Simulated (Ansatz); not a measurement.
A geometry of Ir away from equilibrium: step 2 of the relaxation of a relaxed Ir cell displaced along its unstable phonon at q = (½, 0, 0) of its primitive reciprocal cell (154i cm⁻¹), largest move 0.15 Å. Level of theory: r2SCAN (plane waves to 500 eV, PAW, scalar-relativistic; Ansatz, a first-principles code). Γ-centred k-mesh 15×15×15 on the run's cell (coarser than for final values), Fermi–Dirac smearing 0.05 eV.

```yaml
crystal:
  lattice:
    - [-3.07040, 3.04065, 3.04065]
    - [1.53520, -1.55807, 1.55807]
    - [1.53520, 1.55807, -1.55807]
  atoms:
    - { symbol: Ir, position: [0.00000, 0.92088, 0.07912] }
    - { symbol: Ir, position: [0.50000, 0.07912, 0.92088] }
```

Q: Which atoms carry the largest force, and which way does it point?

A: 0.30 eV/Å, on Ir1, Ir2 (atoms numbered as listed); on Ir1 its components are (0.00, -0.21, 0.21).

Q: What is the pressure?

A: +0.5 GPa, compression positive.

No spin polarisation in the result.

The run could not lose the symmetry of its start, so the end can be a saddle point.

The end of the path is a generated cell of Ir: the first start was made by placing the elements on the sites of a structure type, and the end was not matched to a known phase here, so it may be hypothetical. Known forms of Ir include space group No. 225.
